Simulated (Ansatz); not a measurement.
BN:
```
CELL_PARAMETERS angstrom
      0.00000     1.79788     1.79788
      1.79788     0.00000     1.79788
      1.79788     1.79788     0.00000
ATOMIC_POSITIONS crystal
  B  0.00000 0.00000 0.00000
  N  0.25000 0.25000 0.25000
```

Relaxed with HSE06.

**Question.** Give the Bader charges and basin volumes of the independent atoms, the program Ansatz at the HSE06 level (PAW).

**Answer.** 

| atom | Bader charge (e) | Bader volume (Å³) |
|---|---|---|
| B1 | +2.24 | 1.5 |
| N2 | -2.24 | 10.1 |

Space group F-43m (zinc blende). The cell was relaxed with HSE06 under the symmetry of its start.

Potentials: the earlier of the program's two PAW sets. The files were generated under PBE; for other functionals the program regenerates the frozen cores, and for LDA and PBEsol the local potential too.
